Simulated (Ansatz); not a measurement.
TiAl3:
```cif
data_Al6Ti2
_chemical_formula_sum 'Ti2 Al6'
_space_group_name_H-M_alt 'I4/mmm'
_space_group_IT_number 139
_space_group_name_Hall '-I 4 2'
_cell_length_a 3.84524
_cell_length_b 3.84524
_cell_length_c 8.62214
_cell_angle_alpha 90.000
_cell_angle_beta 90.000
_cell_angle_gamma 90.000
loop_
_atom_site_label
_atom_site_type_symbol
_atom_site_symmetry_multiplicity
_atom_site_Wyckoff_symbol
_atom_site_fract_x
_atom_site_fract_y
_atom_site_fract_z
_atom_site_occupancy
Ti1 Ti 2 a 0.00000 0.00000 0.00000 1
Al1 Al 2 b 0.00000 0.00000 0.50000 1
Al2 Al 4 d 0.00000 0.50000 0.25000 1
```
(The calculation used a cell of 4 atoms; values per cell refer to that cell.)

Relaxed with PBE.

Q: Which orbitals make up the states near the Fermi level in the program Ansatz at the PBE level (PAW)?

A: Within 0.5 eV of the Fermi level: Ti 3d 67 %, Al 3p 26 %. Projections are on Löwdin-orthogonalised atomic valence shells; empty p or d shells of many metals are not among them.

Q: Tabulate the density of states.

A: States/eV per cell of 4 atoms, in 0.25 eV bins, energy from the Fermi level.

```
E (eV)  total  Al 3p  Ti 3d  Al 3s
------  -----  -----  -----  -----
-7.85    0.68   0.33   0.01   0.27
-7.60    0.71   0.35   0.02   0.28
-7.35    0.85   0.43   0.02   0.33
-7.10    0.80   0.41   0.03   0.30
-6.85    0.74   0.39   0.03   0.26
-6.60    1.03   0.55   0.06   0.34
-6.35    1.05   0.57   0.07   0.35
-6.10    1.02   0.55   0.08   0.34
-5.85    0.97   0.52   0.09   0.32
-5.60    0.79   0.43   0.07   0.25
-5.35    0.89   0.49   0.08   0.26
-5.10    0.98   0.54   0.09   0.28
-4.85    1.16   0.63   0.11   0.34
-4.60    1.32   0.68   0.14   0.41
-4.35    1.25   0.64   0.15   0.39
-4.10    1.17   0.61   0.16   0.34
-3.85    1.20   0.65   0.17   0.31
-3.60    1.35   0.78   0.20   0.28
-3.35    1.32   0.79   0.20   0.25
-3.10    1.22   0.77   0.18   0.21
-2.85    1.68   1.02   0.27   0.31
-2.60    1.75   0.97   0.34   0.36
-2.35    1.63   0.91   0.36   0.29
-2.10    1.92   1.12   0.44   0.28
-1.85    2.16   1.24   0.57   0.26
-1.60    2.46   1.34   0.77   0.26
-1.35    2.59   1.34   0.95   0.22
-1.10    3.83   1.93   1.58   0.22
-0.85    2.89   1.27   1.36   0.18
-0.60    2.52   0.93   1.36   0.15
-0.35    2.74   0.82   1.71   0.12
-0.10    1.88   0.49   1.24   0.09
0.15     1.54   0.35   1.10   0.05
0.40     1.33   0.24   1.03   0.02
0.65     1.15   0.13   0.97   0.00
0.90     0.56   0.14   0.38   0.01
1.15     1.83   0.48   1.11   0.10
1.40     3.40   0.81   2.06   0.27
1.65     5.03   0.95   3.40   0.28
1.90     4.75   1.02   3.21   0.16
2.15     2.42   0.81   1.01   0.24
2.40     1.79   0.51   0.69   0.29
2.65     2.36   0.68   1.02   0.39
2.90     2.64   0.44   1.29   0.61
3.15     2.69   0.53   1.14   0.71
3.40     3.68   0.84   1.38   0.96
3.65     3.08   0.84   1.07   0.72
3.90     2.69   0.93   0.78   0.55
4.15     2.53   1.01   0.60   0.50
4.40     2.47   1.06   0.50   0.47
4.65     2.12   0.93   0.37   0.40
```

The PBE relaxation kept the symmetry of its start; of distortions, only those at the zone centre were tested. No spin polarisation was allowed.

Potentials: the later of the program's two PAW sets.
